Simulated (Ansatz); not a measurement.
AlP (zinc blende, F-43m), plane-wave PAW PBE (Ansatz code). The conduction-band minimum lies at X, with 3 equivalent valleys. Second derivatives d²E/dk² of the lowest band at one valley (eV·Å²), along Cartesian directions:

```csv
direction,d²E/dk²
[100],9.400
[010],30.16
[001],30.16
[110],19.79
[101],19.79
[011],30.08
```

Task: Find the principal effective masses, the density-of-states mass and the conductivity mass.

Result: Off-diagonal terms follow from H_xy = H[110] − (H_xx + H_yy)/2, and m*/mₑ = 7.620 eV·Å² over each eigenvalue: 0.25, 0.25, 0.81. One valley's DOS mass (m₁m₂m₃)^(1/3) = 0.37, conductivity mass 3/(Σ 1/mᵢ) = 0.33 mₑ.

Task: What effective density of states Nc follows at 300 K for parabolic valleys?

Result: Nc = 2.509e19 × 3 × (0.37)^(3/2) ≈ 1.7e19 cm⁻³.

Task: With the computed static dielectric constant 10.4 (mean of the diagonal), estimate a hydrogenic donor's binding energy and radius.

Result: E = 13.606 eV × 0.33/10.4² ≈ 42 meV; a = 0.529 Å × ε/m* ≈ 17 Å. Semilocal masses tend to be too small where the gap is.

Task: With ε∞ = 8.10 and ω_LO = 482 cm⁻¹, what Fröhlich coupling constant follows?

Result: α = (1/ε∞ − 1/ε0) √(m* × 13.606 eV/ħω_LO) = 0.24.

The PBE relaxation kept the symmetry of its start; phonons on a q-mesh show no instability.

Potentials: the later of the program's two PAW sets.
